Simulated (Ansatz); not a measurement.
## What DFT gives for CdCu2GeSe4

```yaml
crystal:
  lattice:
    - [0.00000, 5.76876, 0.00000]
    - [5.76876, 0.00000, 0.00000]
    - [2.88438, 2.88438, -5.54642]
  atoms:
    - { symbol: Ge, position: [0.50000, 0.50000, 0.00000] }
    - { symbol: Cu, position: [0.25000, 0.75000, 0.50000] }
    - { symbol: Cu, position: [0.75000, 0.25000, 0.50000] }
    - { symbol: Se, position: [0.40420, 0.40420, 0.73260] }
    - { symbol: Se, position: [0.59580, 0.13680, 0.26740] }
    - { symbol: Se, position: [0.86320, 0.86320, 0.73260] }
    - { symbol: Se, position: [0.13680, 0.59580, 0.26740] }
    - { symbol: Cd, position: [0.00000, 0.00000, 0.00000] }
```

The numbers come from plane-wave PAW DFT (Ansatz): PBEsol, no spin polarisation, 420 eV, 5×5×5 Γ-centred k points, gaussian occupations (width 0.0217 eV). Nothing was relaxed.

(1) Give the Bader charges.

(2) Is there a gap?

(3) Is it stable against the elements?

(4) What do density and ELF say about some of the short contacts?

(5) Is the cell too large or too small?

Origin: a database entry at a rescaled volume.

Results:

(1) Bader charges in e: Cd +0.68, Cu +0.34, Ge +0.89, Se -0.56. In the mean Ge gives up most and Se takes most.

(2) It is a metal, with about 0.48 states/eV a cell as the mean within 0.25 eV of the Fermi level, mostly Se p (53 %) and Cu d (41 %).

(3) -0.31 eV an atom against the elements' usual phases (free molecules for gases, crystals otherwise, with no correction for O₂ or N₂), so it is bound against them; other compounds may still compete. Relaxing would lower it.

(4) Ge–Se at 2.39 Å: least valence density 0.58 e/Å³ and ELF 0.64 there. Cu–Se at 2.42 Å: least valence density 0.44 e/Å³ and ELF 0.25 there. Se–Cd at 2.66 Å: least valence density 0.37 e/Å³ and ELF 0.28 there. Both are smooth PAW fields, read partly inside the augmentation spheres.

(5) The pressure is -1.0 GPa (compression positive), so with the atoms held at these fractions the cell would first shrink.
